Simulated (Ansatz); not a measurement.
Property card for C

C:
```yaml
crystal:
  lattice:
    - [3.57147, 0.00000, 0.00000]
    - [-1.78574, 3.09299, 0.00000]
    - [0.00000, 0.00000, 3.37692]
  atoms:
    - { symbol: C, position: [0.23260, 0.46520, 0.25000] }
    - { symbol: C, position: [0.53480, 0.76740, 0.58333] }
    - { symbol: C, position: [0.23260, 0.76740, 0.91667] }
    - { symbol: C, position: [0.76740, 0.53480, 0.75000] }
    - { symbol: C, position: [0.46520, 0.23260, 0.08333] }
    - { symbol: C, position: [0.76740, 0.23260, 0.41667] }
```

Space group P6_122 (No. 178); conventional cell a = 3.571 Å, b = 3.571 Å, c = 3.377 Å, α = 90.00°, β = 90.00°, γ = 120.00°.

Method: DFT-PBE in the program Ansatz with PAW potentials. Geometry: relaxed at this level of theory. Other levels are named where they apply.

Cell and energy:

```json
{
  "volume_per_atom": "6.22 Å³",
  "density": "3.21 g/cm³"
}
```

Electronic structure:

```json
{
 "band_gap": "4.13 eV (indirect)",
 "valence_band_maximum": "on the L–M line, 8 % of the way from L",
 "conduction_band_minimum": "on the Γ–A line, 39 % of the way from Γ (2 equivalent valleys)",
 "smallest_direct_gap_on_the_standard_path": "4.96 eV",
 "electron_effective_mass": "0.30, 4.8, 4.8 mₑ (principal values)",
 "hole_effective_mass": "0.57, 0.79, 1.1 mₑ (principal values)"
}
```

Mechanics:

```json
{
 "Bulk modulus (Birch–Murnaghan fit)": "387 GPa",
 "Pressure derivative B′": "3.7"
}
```

The start of the workflow was typed in or built on a structure type; neither database checked (COD, Materials Project) lists it. It is not the phase usual at ambient conditions (space group No. 194, 227). The cell was relaxed with PBE under the symmetry of its start; whether a distortion lowers the energy is not shown.

Potentials: the earlier of the program's two PAW sets.
